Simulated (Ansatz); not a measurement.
SiW$_{3}$:
```
CELL_PARAMETERS angstrom
      0.00000     3.12140     3.12140
      3.12140     0.00000     3.12140
      3.12140     3.12140     0.00000
ATOMIC_POSITIONS crystal
  Si 0.00000 0.00000 0.00000
  W  0.50000 0.50000 0.50000
  W  0.25000 0.25000 0.25000
  W  0.75000 0.75000 0.75000
```

Relaxed with PBE. Special points in fractions of this cell's reciprocal vectors: Γ (0.000, 0.000, 0.000); X (0.500, 0.000, 0.500); U (0.625, 0.250, 0.625); K (0.375, 0.375, 0.750); L (0.500, 0.500, 0.500); W (0.500, 0.250, 0.750).

### Question
List the band energies nearest the Fermi level at these points for PBE (plane waves, PAW; program Ansatz).

### Answer
In eV from the Fermi level; about four levels below and three above (degenerate sets whole), none deeper than 8.9 eV; points with the same levels are listed once.

| k | below | above |
|---|---|---|
| Γ | -2.19 -2.19 -2.19 -0.12 | 1.66 1.66 1.66 |
| X | -2.88 -2.88 -2.64 -1.12 | 0.13 0.13 1.07 |
| U | -1.85 -0.71 -0.69 0.00 | 0.66 0.90 2.25 |
| L | -1.88 -1.88 -1.43 -0.71 -0.71 | 1.93 1.93 2.41 |
| W | -2.60 -1.45 -1.45 -0.69 | 0.32 1.10 1.27 |

Space group Fm-3m. The cell is a constructed one: a structure type filled with these elements; neither database checked (COD, Materials Project) lists it. Whether it is the stable phase at ambient conditions was not checked. Symmetry was held in the PBE relaxation; whether a distortion lowers the energy is not shown. The run is not spin-polarised. Spin–orbit coupling is left out wherever it is not named.

Potentials: the later of the program's two PAW sets.
